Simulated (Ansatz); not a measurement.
## Structure search: one ScGaTe3 candidate

Level of theory: DFT PBE, scalar-relativistic, plane waves, PAW (Ansatz). Cutoff 420 eV, Gaussian smearing, Γ-centred meshes. Cell and atoms relax first on a coarse mesh and then on a finer one. In between, the cell is made exact in the group found at 0.06 Å. In metals the finer mesh still leaves noise of several meV/atom or more. The steps can't lower the symmetry of their start. No spin polarisation in the relaxation; trial moments died out in a coarse test.

A trial structure of ScGaTe3 was built thus: random cell by space group and Wyckoff sites (Cmmm, No. 65). Lengths were set from tabulated atomic sizes, so they are only a guess.

```cif
data_structure
_symmetry_space_group_name_H-M 'P 1'
_symmetry_Int_Tables_number 1
_cell_length_a 4.4277
_cell_length_b 4.4277
_cell_length_c 8.6698
_cell_angle_alpha 90.000
_cell_angle_beta 90.000
_cell_angle_gamma 111.529
_cell_volume 158.11
loop_
_atom_site_label
_atom_site_type_symbol
_atom_site_fract_x
_atom_site_fract_y
_atom_site_fract_z
_atom_site_occupancy
Sc1 Sc 0.50000 0.50000 0.00000 1
Ga1 Ga 0.00000 0.00000 0.50000 1
Te1 Te 0.50000 0.50000 0.31715 1
Te2 Te 0.50000 0.50000 0.68285 1
Te3 Te 0.00000 0.00000 0.00000 1
```

Energies over the elements count from the elements' standard structures at the same level, with no fitted energy shifts.

Q: Where does the relaxation end?

A: The symmetry goes from Cmmm (No. 65) to P4/mmm (No. 123). The volume per atom shrinks by 7.3 %, from 31.6 to 29.3 Å³. The shortest distance goes from 2.49 Å (Sc–Te) to 2.83 Å (Sc–Te). The energy falls by about 0.29 eV/atom (the start's value is from the coarse mesh). Conventional cell: a = 4.001 Å, c = 9.158 Å. Sc has 6 Te at 2.83–2.90 Å; Ga has 8 Te at 3.29 Å; Te on a site of symmetry 4mm has 1 Sc at 2.90 Å, 4 Ga at 3.29 Å and 1 Te at 3.36 Å; Te on a site of symmetry 4/mmm is surrounded by 4 Sc at 2.83 Å.

```
Sc Ga Te
1.0
     4.00146    0.00000    0.00000
     0.00000    4.00146    0.00000
     0.00000    0.00000    9.15795
Sc Ga Te
1 1 3
Cartesian
  2.0007 2.0007 0.0000
  0.0000 0.0000 4.5790
  2.0007 2.0007 2.8991
  2.0007 2.0007 6.2589
  0.0000 0.0000 0.0000
```

Q: Give its energy and gap.

A: The energy over the elements is −0.41 eV/atom and the gap on the 10×10×4 mesh of the 5-atom cell is 0 eV (a metal).

It lies below the elements, which doesn't yet make it stable against other compounds or structures.

The last run used Gaussian smearing of 0.10 eV. These runs have no spin–orbit coupling, which can matter for Te. The reference form of Te is held partly by dispersion forces, which this level lacks. A structure relaxed within its symmetry needn't be a true minimum.
